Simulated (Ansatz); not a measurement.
AgI:
```
AgI
1.0
    0.00000     3.22502     3.22502
    3.22502     0.00000     3.22502
    3.22502     3.22502     0.00000
Ag I
1 1
Direct
  0.00000   0.00000   0.00000
  0.25000   0.25000   0.25000
```

Relaxed with PBEsol. Special points in fractions of this cell's reciprocal vectors: Γ (0.000, 0.000, 0.000); X (0.500, 0.000, 0.500); U (0.625, 0.250, 0.625); K (0.375, 0.375, 0.750); L (0.500, 0.500, 0.500); W (0.500, 0.250, 0.750).

### Question
List the band energies nearest the valence-band maximum at these points for PBEsol with spin–orbit coupling (plane waves, PAW; program Ansatz).

### Answer
In eV from the valence-band maximum; about four levels below and three above (degenerate sets whole), none deeper than 8.9 eV; points with the same levels are listed once.

```
k                    below                above
-  -----------------------  -------------------
Γ      0.00 0.00 0.00 0.00  0.97 0.97 5.23 5.23
X  -2.30 -2.30 -1.89 -1.89  3.20 3.20 3.53 3.53
U  -2.34 -2.29 -1.71 -1.66       3.56 3.60 4.58
L  -1.14 -1.14 -0.81 -0.81  2.41 2.41 5.86 5.86
W  -2.52 -2.48 -1.90 -1.88       4.30 4.69 4.85
```

Space group F-43m (zinc blende). The cell was relaxed with PBEsol under the symmetry of its start. No spin polarisation was allowed.

Potentials: the earlier of the program's two PAW sets. The files were generated under PBE; for other functionals the program regenerates the frozen cores, and for LDA and PBEsol the local potential too.
